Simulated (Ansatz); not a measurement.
Zn$_{3}$CdSe$_{4}$:
```yaml
crystal:
  lattice:
    - [5.78227, 0.00000, 0.00000]
    - [0.00000, 5.78227, 0.00000]
    - [0.00000, 0.00000, 5.78227]
  atoms:
    - { symbol: Zn, position: [0.00000, 0.50000, 0.50000] }
    - { symbol: Zn, position: [0.50000, 0.00000, 0.50000] }
    - { symbol: Zn, position: [0.50000, 0.50000, 0.00000] }
    - { symbol: Cd, position: [0.00000, 0.00000, 0.00000] }
    - { symbol: Se, position: [0.73852, 0.73852, 0.26148] }
    - { symbol: Se, position: [0.73852, 0.26148, 0.73852] }
    - { symbol: Se, position: [0.26148, 0.26148, 0.26148] }
    - { symbol: Se, position: [0.26148, 0.73852, 0.73852] }
```

x, y and z are the axes in which the lattice vectors are written.

**Question.** Give the proper piezoelectric stress tensor with relaxed ions from plane-wave PAW r²SCAN (Ansatz code).

**Answer.** In C/m², rows x, y, z, Voigt columns; mesh uncertainty up to 0.01.
```
0.00  0.00  0.00  0.05  0.00  0.00
0.00  0.00  0.00  0.00  0.05  0.00
0.00  0.00  0.00  0.00  0.00  0.05
```

The elastic tensor of the same run (GPa):

```tsv
	1	2	3	4	5	6
1	81.8	51.1	51.1	0.0	0.0	0.0
2	51.1	81.8	51.1	0.0	0.0	0.0
3	51.1	51.1	81.8	0.0	0.0	0.0
4	0.0	0.0	0.0	34.1	0.0	0.0
5	0.0	0.0	0.0	0.0	34.1	0.0
6	0.0	0.0	0.0	0.0	0.0	34.1
```

**Question.** Convert to strain constants d = e·S.

**Answer.** In pC/N:
```
0.0  0.0  0.0  1.6  0.0  0.0
0.0  0.0  0.0  0.0  1.6  0.0
0.0  0.0  0.0  0.0  0.0  1.6
```

Space group P-43m. The first step of the workflow began from a Materials Project structure, measured or hypothetical; the Crystallography Open Database copy checked does not list it. With Zn and Cd taken as one species the cell has the higher symmetry F-43m, so it may be an ordered model of a mixed-site phase. Its standing as an ambient phase is unchecked. The cell was relaxed with r²SCAN under the symmetry of its start; whether a distortion lowers the energy is not shown. Signs of piezoelectric constants follow the polarity of the cell as given.

Potentials: the later of the program's two PAW sets.
